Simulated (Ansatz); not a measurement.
Formation energies in the Mo–S system, lowest calculated structure of each composition. Computed with PBEsol (plane waves to 420 eV, PAW, scalar-relativistic; Ansatz, a first-principles code). Element references, the lowest calculated here: Mo (Im-3m), S (Fddd).

```tsv
phase	x(S)	space group	E_f (eV/atom)
Mo	0.000	Im-3m	0.00
MoS	0.500	P-6m2	-0.40
Mo3S4	0.571	R-3	-0.77
MoS2	0.667	P6₃/mmc	-0.97
MoS6	0.857	P-31m	0.11
S	1.000	Fddd	0.00
```

Task: Construct the convex hull: which compounds lie on it, and how far above it are the others?

Result: For MoS, MoS6 a lower structure may exist, so the energies are upper bounds and are not judged. On the hull: MoS2. MoS 0.32; Mo3S4 0.06; MoS6 0.53 eV/atom above.

Task: Work out the energy of MoS2 against the hull of the other phases.

Result: At x(S) = 0.667 the tie line joins Mo3S4 and S; the lever rule gives atom fractions 0.78 and 0.22. The mixture has E_f = 0.78 × (-0.77) + 0.22 × (0.00) = -0.60 eV/atom, and MoS2 has -0.97. So MoS2 → 0.33 Mo3S4 + 0.67 S costs 0.37 eV/atom: MoS2 is stable against it.

This is the hull of the energies calculated here, no anion corrections; phases that were not calculated are missing from it. Values are rounded to 0.01 eV/atom. Not shown to be the ambient phase of their composition (a lower form may be missing, and a cell relaxed within its start's symmetry can be a saddle point): MoS (P-6m2), MoS6 (P-31m). The compounds carry no spin polarisation.
